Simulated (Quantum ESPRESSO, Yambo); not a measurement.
For LiBH4 (space group P6_3mc, No. 186), Yambo gives the independent-particle static dielectric constant along x as 2.71 on LDA bands and 2.27 after a scissor of 3.21 eV widens every gap (9×9×4 mesh, 76 bands, 3 Ry local-field block, 0.2 eV broadening). Axes are Cartesian, with cell vectors (Å) (4.20, 0.00, 0.00), (-2.10, 3.64, 0.00), (0.00, 0.00, 7.42).

A scissor keeps the position matrix elements. In a one-oscillator model, how does ε − 1 scale, and what mean transition energy do the two values imply?

Each transition adds |r|²/E to ε − 1, so ε − 1 ∝ 1/(E0 + Δ). Then (2.27 − 1)/(2.71 − 1) = E0/(E0 + Δ) = 0.743, and E0 = Δ(ε' − 1)/(ε − ε') = 9.3 eV. The computed Im ε, weighted by 1/E up to 20 eV, has its mean at 9.3 eV; the smallest direct LDA gap is 6.54 eV. The scissor comes from a G0W0 run whose convergence isn't established. Convergence of the RPA response with its 9×9×4 mesh was not tested.

Bands from Quantum ESPRESSO.

Geometry of the Materials Project entry, not relaxed at this level; primitive cell a = b = 4.203 Å, c = 7.420 Å, α = β = 90.00°, γ = 120.00°.

The structure is a Materials Project entry; no match was found in the copy of COD used, and its stability was not checked.
